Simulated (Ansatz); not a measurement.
TiCl3 in space group P6_3/mcm (No. 193; Cl on 6g, Ti on 2b) at seven volumes, plane-wave PAW LDA (Ansatz code), shape and atoms relaxed at each. One row is withheld.

```
V (Å³/atom)  P (GPa)
-----------  -------
19.689          2.63
20.338             ?
20.987          0.63
21.637          0.00
22.286         -0.44
22.935         -0.74
23.584         -0.93
```

Question: Fit the shown pressures and predict the withheld one.

Answer: Third-order Birch–Murnaghan: P = (3/2)B₀(x^(7/2) − x^(5/2))[1 + (3/4)(B′ − 4)(x − 1)] with x = (V₀/V)^(2/3). Least squares on the six rows gives V₀ = 21.640 Å³/atom, B₀ = 17.54 GPa, B′ = 10.43. At V = 20.338, x = 1.0422 and P = 1.48 GPa. The run itself gave 1.51 GPa.

The workflow started from an entry of the Crystallography Open Database (COD), which files this formula under 6 space groups. Whether it is the stable phase at ambient conditions was not checked. The LDA relaxation kept the symmetry of its start; its stability against distortions is not shown here. No spin polarisation was allowed. A crystal of weakly bound chains computed without a dispersion correction: the cell and the soft elastic constants depend strongly on that.

Potentials: the later of the program's two PAW sets.
